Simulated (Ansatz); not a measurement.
Data:

BP:
Space group P6₂22 (No. 180); a = b = 3.2406 Å, c = 6.9008 Å, α = β = 90.00°, γ = 120.00°

```json
[
 {"atom": "B", "site": "3d", "symmetry": "222", "x": "0.5000", "y": "0.0000", "z": "0.5000"},
 {"atom": "P", "site": "3c", "symmetry": "222", "x": "0.5000", "y": "0.0000", "z": "0.0000"}
]
```

This is the LDA-relaxed structure.

Task: All from LDA in the plane-wave PAW code Ansatz, unless another level is named. Predict the bulk modulus (Birch–Murnaghan fit).

Result: 187 GPa.

Task: Give the highest zone-centre frequency.

Result: 783 cm^-1.

Space group P6_222. The start of the workflow was typed in or built on a structure type; neither database checked (COD, Materials Project) lists it. It is not the phase usual at ambient conditions (space group No. 216). Symmetry was held in the LDA relaxation; whether a distortion lowers the energy is not shown. As this level gives no gap, phonon frequencies hold no LO–TO term and depend on the k-mesh and smearing (Fermi–Dirac, 0.1 eV here).

Potentials: the earlier of the program's two PAW sets. The files were generated under PBE; for other functionals the program regenerates the frozen cores, and for LDA and PBEsol the local potential too.
